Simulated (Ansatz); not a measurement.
CuAu (CuAu type, space group P4/mmm)

```xyz
4
Lattice="5.7630 0.0000 0.0000 0.0000 2.8815 0.0000 0.0000 0.0000 3.6148" Properties=species:S:1:pos:R:3 pbc="T T T"
Cu     1.4408     1.4408     1.8074
Cu     4.3223     1.4408     1.8074
Au     0.0000     0.0000     0.0000
Au     2.8815     0.0000     0.0000
```

The atoms are displaced by Q × the pattern below (from a DFPT mode at X = (0.5, 0.0, 0.0), largest move 1; Q in Å), at fixed cell. (q is in reciprocal vectors of the primitive cell; the cell shown is doubled to hold the pattern.)

```csv
atom,x,y,z
Cu1,0.000,0.000,-1.000
Cu2,0.000,0.000,1.000
```

Atoms not listed stay in place.

The numbers are results of PBE (plane waves to 420 eV, PAW, scalar-relativistic; Ansatz, a quantum-chemistry and plane-wave program), not measurements. k mesh 8×16×13 (Γ-centred), Fermi-Dirac smearing 0.05 eV. E stands for the smeared free energy. With partly filled bands, energies and forces of such displacements shift with the k mesh and the smearing. CuAu is run without spin polarisation. CuAu was relaxed with its symmetry unable to fall. Spin-orbit coupling is left out, though Au is heavy. The zero of ΔE is the undisplaced structure. The last digit holds for this mesh only.

```tsv
Q (Å)	ΔE (meV/cell)
-0.2800	479.3
-0.2333	330.3
-0.1867	withheld
-0.1400	117.6
-0.0933	52.1
-0.0467	13.0
0.0000	0.0
0.0467	13.0
0.0933	52.1
0.1400	117.6
0.1867	withheld
0.2333	330.3
0.2800	479.3
```

Fit an even polynomial form (powers 2, 4) to the given rows and predict ΔE at Q = 0.1867.

Least squares on the 11 given rows: ΔE = (5965)·Q² + (1899)·Q⁴, in meV/cell with Q in Å; root-mean-square residual 0.03 meV/cell. At 0.1867 the fit gives 210.2 meV/cell; the calculation gives 210.1 meV/cell, so the interpolation is off by 0.1 (+0.0 %). The quadratic term alone would give 207.9 meV/cell.

(A displaced cell: forces are minus the slopes of the energy, force constants its curvatures, and phonons follow from these.)
